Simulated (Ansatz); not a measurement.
Problem. Name crystals whose computed values (DFT-LDA in the program Ansatz with PAW potentials) fall in these windows: ε0 9.0 to 12; Θ_D (K) 610 to 810; B₀ by P(V) fit (GPa) 45 to 57.

Solution. 

```json
[
 {"crystal": "MgH2, rutile", "ε0": "10.7", "Θ_D (K)": "736", "B₀ by P(V) fit (GPa)": "53.0"}
]
```
Others may fit too.

The cell was relaxed under the symmetry of its start.

Potentials: the later of the program's two PAW sets.
